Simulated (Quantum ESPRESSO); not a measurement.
# Hf4MgNb2Sn: one run as intended and one with a planted mistake

Simulated, not a measurement. The program is pw.x of Quantum ESPRESSO 7.5 (plane-wave density functional theory). The cell is made up: eight metal atoms on a face-centred cubic lattice, with elements, volume, strain and displacements drawn at random and not relaxed, so it may be unstable or far from any real phase. PseudoDojo standard norm-conserving files set the functional (PBE unless stated); there is no spin polarisation or spin-orbit coupling, the Fermi-Dirac width of 0.25 eV means electrons at about 2900 K, and the masses in the input are unused placeholders. The tin pseudopotential is less sure than most, with forces differing by about three percent from a second method on plain tin. Heavy elements are run without spin-orbit coupling, which real alloys of them have. A spin test at this wide smearing found no moment, but such smearing suppresses magnetism that the real alloy may have.

Intended input:

```
&control calculation='scf', pseudo_dir='./dojo.nc.sr.pbe.v0_5.standard.upf', outdir='./o', disk_io='minimal', tprnfor=.true., tstress=.true. /
&system ibrav=0, nat=8, ntyp=4, nbnd=66, ecutwfc=84.00895049, nosym=.true., tot_charge=0,
 occupations='smearing', smearing='fd', degauss=0.0183746611
/
&electrons conv_thr=1.470e-08, electron_maxstep=70, mixing_beta=0.5 /
ATOMIC_SPECIES
Hf 1.0 Hf.upf
Mg 1.0 Mg.upf
Nb 1.0 Nb.upf
Sn 1.0 Sn.upf
CELL_PARAMETERS angstrom
-0.0169 -0.0045 -4.3176
4.2923 0.0471 0.0169
-0.0942 -8.724 -0.009
ATOMIC_POSITIONS angstrom
Hf -0.0214 -0.0444 -0.0166
Hf -0.0794 -4.3333 0.0116
Mg 2.0789 -2.1391 0.0175
Nb 2.0677 -6.5112 0.025
Hf -0.0667 -2.2411 -2.1151
Hf -0.1226 -6.5535 -2.1187
Sn 2.1405 0.0525 -2.1506
Nb 2.0907 -4.3208 -2.1778
K_POINTS automatic
5 6 3 1 1 1
```

The log is shortened where brackets say so; the opening notice, blank lines, dates and the lines on written files are dropped, and the path of the files is cut. It prints rydbergs, bohrs and kilobars, and counts compression as positive stress. Its total energy is the free energy E - TS of the whole cell.

Log of the intended run:

```
     Program PWSCF v.7.5
     Parallel version (MPI & OpenMP), running on       4 processor cores
     Number of MPI processes:                 4
     Threads/MPI process:                     1
     [start-up lines left out]
     bravais-lattice index     =            0
     lattice parameter (alat)  =       8.1591  a.u.
     unit-cell volume          =    1090.9030 (a.u.)^3
     number of atoms/cell      =            8
     number of atomic types    =            4
     number of electrons       =        98.00
     number of Kohn-Sham states=           66
     kinetic-energy cutoff     =      84.0090  Ry
     charge density cutoff     =     336.0358  Ry
     scf convergence threshold =      1.5E-08
     mixing beta               =       0.5000
     number of iterations used =            8  plain     mixing
     Exchange-correlation= PBE
                           (   1   4   3   4   0   0   0)
     [axes and pseudopotential details left out]
   Cartesian axes
     site n.     atom                  positions (alat units)
         1        Hf     tau(   1) = (  -0.0049564  -0.0102834  -0.0038447  )
         2        Hf     tau(   2) = (  -0.0183897  -1.0036280   0.0026867  )
         3        Mg     tau(   3) = (   0.4814904  -0.4954332   0.0040531  )
         4        Nb     tau(   4) = (   0.4788964  -1.5080477   0.0057902  )
         5        Hf     tau(   5) = (  -0.0154483  -0.5190573  -0.4898746  )
         6        Hf     tau(   6) = (  -0.0283952  -1.5178447  -0.4907084  )
         7        Sn     tau(   7) = (   0.4957575   0.0121594  -0.4980967  )
         8        Nb     tau(   8) = (   0.4842234  -1.0007329  -0.5043965  )
     number of k points=    45  Fermi-Dirac smearing, width (Ry)=  0.0184
                       cart. coord. in units 2pi/alat
        k(    1) = (   0.0851340  -0.0833016  -0.1002472), wk =   0.0444444
        k(    2) = (   0.0815143   0.2466809  -0.1005770), wk =   0.0444444
     [further k points left out]
     Dense  grid:   113495 G-vectors     FFT dimensions: (  48,  48, 100)
     Estimated max dynamical RAM per process >     372.50 MB
     Estimated total dynamical RAM >       1.37 GB
     Initial potential from superposition of free atoms
     starting charge      97.9856, renormalised to      98.0000
     Starting wfcs are   74 randomized atomic wfcs
     total cpu time spent up to now is        5.8 secs
     per-process dynamical memory:   288.6 Mb
     Self-consistent Calculation
     iteration #  1     ecut=    84.01 Ry     beta= 0.50
     Davidson diagonalization with overlap
     ethr =  1.00E-02,  avg # of iterations =  2.7
     Threshold (ethr) on eigenvalues was too large:
     Diagonalizing with lowered threshold
     Davidson diagonalization with overlap
     ethr =  6.98E-04,  avg # of iterations =  2.8
     total cpu time spent up to now is       29.0 secs
     total energy              =    -976.61797105 Ry
     estimated scf accuracy    <       0.71911647 Ry
     iteration #  2     ecut=    84.01 Ry     beta= 0.50
     Davidson diagonalization with overlap
     ethr =  7.34E-04,  avg # of iterations =  5.2
     total cpu time spent up to now is       43.6 secs
     total energy              =    -976.37009174 Ry
     estimated scf accuracy    <       4.15344824 Ry
     [iterations 3 to 13 left out]
     iteration # 14     ecut=    84.01 Ry     beta= 0.50
     Davidson diagonalization with overlap
     ethr =  2.62E-11,  avg # of iterations =  3.9
     total cpu time spent up to now is      195.8 secs
     total energy              =    -976.91152815 Ry
     estimated scf accuracy    <       0.00000005 Ry
     iteration # 15     ecut=    84.01 Ry     beta= 0.50
     Davidson diagonalization with overlap
     ethr =  2.62E-11,  avg # of iterations =  1.7
     total cpu time spent up to now is      206.1 secs
     End of self-consistent calculation
     [lines on levels left out]
!    total energy              =    -976.91152815 Ry
     estimated scf accuracy    <          5.8E-09 Ry
     smearing contrib. (-TS)   =      -0.12354290 Ry
     internal energy E=F+TS    =    -976.78798526 Ry
     The total energy is F=E-TS. E is the sum of the following terms:
     one-electron contribution =    -231.91521171 Ry
     hartree contribution      =     157.19183123 Ry
     xc contribution           =    -226.55411354 Ry
     ewald contribution        =    -675.51049124 Ry
     convergence has been achieved in  15 iterations
     Forces acting on atoms (cartesian axes, Ry/au):
     atom    1 type  1   force =    -0.00017202    0.02885709    0.01609742
     atom    2 type  1   force =     0.00774985   -0.00398286    0.00128997
     atom    3 type  2   force =     0.00482288   -0.01570346    0.00276248
     atom    4 type  3   force =    -0.00808564    0.00638100   -0.00001842
     atom    5 type  1   force =     0.00355511    0.00482197   -0.01861805
     atom    6 type  1   force =     0.00754752    0.00716863   -0.01162402
     atom    7 type  4   force =    -0.00978854   -0.00758070   -0.00008102
     atom    8 type  3   force =    -0.00562916   -0.01996169    0.01019165
     Total force =     0.053538     Total SCF correction =     0.000419
     Computing stress (Cartesian axis) and pressure
          total   stress  (Ry/bohr**3)                   (kbar)     P=       47.68
   0.00016036  -0.00008352  -0.00004092           23.59      -12.29       -6.02
  -0.00008352   0.00047045  -0.00003920          -12.29       69.21       -5.77
  -0.00004092  -0.00003920   0.00034151           -6.02       -5.77       50.24
     init_run     :      5.44s CPU      5.72s WALL (       1 calls)
     electrons    :    198.50s CPU    200.38s WALL (       1 calls)
     forces       :      2.12s CPU      2.14s WALL (       1 calls)
     stress       :      7.30s CPU      7.48s WALL (       1 calls)
     [timing details left out]
     PWSCF        :   3m33.48s CPU   3m35.88s WALL
     JOB DONE.
```

A second run has one planted mistake: the cell and the positions are scaled by a wrong factor. The input lines that differ:

```
- -0.0169 -0.0045 -4.3176
- 4.2923 0.0471 0.0169
- -0.0942 -8.724 -0.009
+ -0.0166 -0.0044 -4.2498
+ 4.2249 0.0464 0.0166
+ -0.0927 -8.587 -0.0089
- Hf -0.0214 -0.0444 -0.0166
- Hf -0.0794 -4.3333 0.0116
- Mg 2.0789 -2.1391 0.0175
- Nb 2.0677 -6.5112 0.025
- Hf -0.0667 -2.2411 -2.1151
- Hf -0.1226 -6.5535 -2.1187
- Sn 2.1405 0.0525 -2.1506
- Nb 2.0907 -4.3208 -2.1778
+ Hf -0.0211 -0.0437 -0.0163
+ Hf -0.0782 -4.2653 0.0114
+ Mg 2.0463 -2.1055 0.0172
+ Nb 2.0352 -6.409 0.0246
+ Hf -0.0657 -2.2059 -2.0819
+ Hf -0.1207 -6.4506 -2.0854
+ Sn 2.1069 0.0517 -2.1168
+ Nb 2.0579 -4.253 -2.1436
```

Its log:

```
     Program PWSCF v.7.5
     Parallel version (MPI & OpenMP), running on       4 processor cores
     Number of MPI processes:                 4
     Threads/MPI process:                     1
     [start-up lines left out]
     bravais-lattice index     =            0
     lattice parameter (alat)  =       8.0310  a.u.
     unit-cell volume          =    1040.3139 (a.u.)^3
     number of atoms/cell      =            8
     number of atomic types    =            4
     number of electrons       =        98.00
     number of Kohn-Sham states=           66
     kinetic-energy cutoff     =      84.0090  Ry
     charge density cutoff     =     336.0358  Ry
     scf convergence threshold =      1.5E-08
     mixing beta               =       0.5000
     number of iterations used =            8  plain     mixing
     Exchange-correlation= PBE
                           (   1   4   3   4   0   0   0)
     [axes and pseudopotential details left out]
   Cartesian axes
     site n.     atom                  positions (alat units)
         1        Hf     tau(   1) = (  -0.0049649  -0.0102828  -0.0038354  )
         2        Hf     tau(   2) = (  -0.0184007  -1.0036390   0.0026825  )
         3        Mg     tau(   3) = (   0.4815011  -0.4954310   0.0040472  )
         4        Nb     tau(   4) = (   0.4788892  -1.5080587   0.0057885  )
         5        Hf     tau(   5) = (  -0.0154594  -0.5190555  -0.4898779  )
         6        Hf     tau(   6) = (  -0.0284011  -1.5178473  -0.4907014  )
         7        Sn     tau(   7) = (   0.4957605   0.0121652  -0.4980900  )
         8        Nb     tau(   8) = (   0.4842306  -1.0007448  -0.5043961  )
     number of k points=    45  Fermi-Dirac smearing, width (Ry)=  0.0184
                       cart. coord. in units 2pi/alat
        k(    1) = (   0.0851339  -0.0833010  -0.1002471), wk =   0.0444444
        k(    2) = (   0.0815111   0.2466818  -0.1005746), wk =   0.0444444
     [further k points left out]
     Dense  grid:   108265 G-vectors     FFT dimensions: (  48,  48,  96)
     Estimated max dynamical RAM per process >     356.04 MB
     Estimated total dynamical RAM >       1.31 GB
     Initial potential from superposition of free atoms
     starting charge      97.9856, renormalised to      98.0000
     Starting wfcs are   74 randomized atomic wfcs
     total cpu time spent up to now is        5.6 secs
     per-process dynamical memory:   275.9 Mb
     Self-consistent Calculation
     iteration #  1     ecut=    84.01 Ry     beta= 0.50
     Davidson diagonalization with overlap
     ethr =  1.00E-02,  avg # of iterations =  2.7
     Threshold (ethr) on eigenvalues was too large:
     Diagonalizing with lowered threshold
     Davidson diagonalization with overlap
     ethr =  6.81E-04,  avg # of iterations =  2.5
     total cpu time spent up to now is       27.7 secs
     total energy              =    -976.59811667 Ry
     estimated scf accuracy    <       0.69813106 Ry
     iteration #  2     ecut=    84.01 Ry     beta= 0.50
     Davidson diagonalization with overlap
     ethr =  7.12E-04,  avg # of iterations =  4.9
     total cpu time spent up to now is       41.4 secs
     total energy              =    -976.40212081 Ry
     estimated scf accuracy    <       3.54830993 Ry
     [iterations 3 to 13 left out]
     iteration # 14     ecut=    84.01 Ry     beta= 0.50
     Davidson diagonalization with overlap
     ethr =  2.40E-11,  avg # of iterations =  3.3
     total cpu time spent up to now is      184.9 secs
     total energy              =    -976.88413680 Ry
     estimated scf accuracy    <       0.00000005 Ry
     iteration # 15     ecut=    84.01 Ry     beta= 0.50
     Davidson diagonalization with overlap
     ethr =  2.40E-11,  avg # of iterations =  1.8
     total cpu time spent up to now is      194.9 secs
     End of self-consistent calculation
     [lines on levels left out]
!    total energy              =    -976.88413680 Ry
     estimated scf accuracy    <          3.8E-09 Ry
     smearing contrib. (-TS)   =      -0.11782345 Ry
     internal energy E=F+TS    =    -976.76631335 Ry
     The total energy is F=E-TS. E is the sum of the following terms:
     one-electron contribution =    -216.27953047 Ry
     hartree contribution      =     152.70316390 Ry
     xc contribution           =    -226.90341616 Ry
     ewald contribution        =    -686.28653063 Ry
     convergence has been achieved in  15 iterations
     Forces acting on atoms (cartesian axes, Ry/au):
     atom    1 type  1   force =     0.00067146    0.02704050    0.01805876
     atom    2 type  1   force =     0.00899020   -0.00184075    0.00120212
     atom    3 type  2   force =     0.00520091   -0.01504743    0.00309752
     atom    4 type  3   force =    -0.01015716    0.00555196    0.00007406
     atom    5 type  1   force =     0.00462060    0.00764278   -0.01999490
     atom    6 type  1   force =     0.00921829    0.00676383   -0.01310863
     atom    7 type  4   force =    -0.01155732   -0.01246457   -0.00046449
     atom    8 type  3   force =    -0.00698699   -0.01764632    0.01113556
     Total force =     0.055641     Total SCF correction =     0.000286
     Computing stress (Cartesian axis) and pressure
          total   stress  (Ry/bohr**3)                   (kbar)     P=      113.75
   0.00059883  -0.00009578  -0.00004657           88.09      -14.09       -6.85
  -0.00009578   0.00093187  -0.00004380          -14.09      137.08       -6.44
  -0.00004657  -0.00004380   0.00078908           -6.85       -6.44      116.08
     init_run     :      5.24s CPU      5.45s WALL (       1 calls)
     electrons    :    187.84s CPU    189.38s WALL (       1 calls)
     forces       :      2.01s CPU      2.03s WALL (       1 calls)
     stress       :      6.92s CPU      7.09s WALL (       1 calls)
     [timing details left out]
     PWSCF        :   3m22.15s CPU   3m24.12s WALL
     JOB DONE.
```

|  | intended run | run with the mistake |
| --- | --- | --- |
| free energy (eV) | -13291.558 | -13291.186 |
| entropy term -TS, part of it (eV) | -1.681 | -1.603 |
| pressure (GPa) | 4.77 | 11.38 |
| size of the largest force component (eV/Å) | 0.742 | 0.695 |
| largest change of a force component (eV/Å) |  | 0.126 |
| iterations | 15 | 15 |

For scale, a rerun of the intended cell at a higher cutoff and on a denser mesh moved values by no more than 0.003 eV in energy, 0.07 GPa in stress and 0.004 eV/Å in force, and a second program with other atomic files agreed on that cell to 2 % rms in force and 0.5 GPa in pressure.